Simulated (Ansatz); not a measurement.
Ti$_{5}$Ge$_{3}$:
```xyz
16
Lattice="7.5482 0.0000 0.0000 -3.7741 6.5369 0.0000 0.0000 0.0000 5.1957" Properties=species:S:1:pos:R:3 pbc="T T T"
Ti    -2.8258     4.8945     3.8968
Ti    -0.9483     1.6424     1.2989
Ti     1.8965     0.0000     1.2989
Ti     5.6517     0.0000     3.8968
Ti     0.9483     1.6424     3.8968
Ti     2.8258     4.8945     1.2989
Ti     0.0000     4.3580     2.5979
Ti     3.7741     2.1790     2.5979
Ti     3.7741     2.1790     0.0000
Ti     0.0000     4.3580     0.0000
Ge     2.3053     3.9930     3.8968
Ge     1.4688     2.5440     1.2989
Ge    -2.3053     3.9930     1.2989
Ge    -1.4688     2.5440     3.8968
Ge     2.9375     0.0000     3.8968
Ge     4.6107     0.0000     1.2989
```

Relaxed with r²SCAN. Special points in fractions of this cell's reciprocal vectors: Γ (0.000, 0.000, 0.000); M (0.500, 0.000, 0.000); K (0.333, 0.333, 0.000); A (0.000, 0.000, 0.500); L (0.500, 0.000, 0.500); H (0.333, 0.333, 0.500).

List the band energies nearest the Fermi level at these points for r²SCAN in the plane-wave PAW code Ansatz.

In eV from the Fermi level; about four levels below and three above (degenerate sets whole), none deeper than 8.9 eV; points with the same levels are listed once.

```csv
k,below,above
Γ,-1.10 -0.66 -0.61 -0.61,0.33 0.33 0.40 0.40
M,-0.68 -0.68 -0.37 -0.16,0.09 0.51 0.55
K,-0.61 -0.61 -0.47 -0.01 -0.01,0.57 0.57 0.63
A,-0.92 -0.92 -0.92 -0.92,0.23 0.23 0.42 0.42 0.42 0.42
L,-0.42 -0.42 -0.12 -0.12,0.54 0.54 0.57 0.57
H,-0.55 -0.55 -0.55 -0.55 -0.18 -0.18,0.42 0.42 0.42 0.42
```

Space group P6_3/mcm. The first step of the workflow began from a Materials Project structure, measured or hypothetical; the Crystallography Open Database files this formula in space group No. 193, but the cells were not matched. Whether it is the stable phase at ambient conditions was not checked. The r²SCAN relaxation kept the symmetry of its start; whether a distortion lowers the energy is not shown. No spin polarisation was allowed. Spin–orbit coupling is left out wherever it is not named.

Potentials: the earlier of the program's two PAW sets.
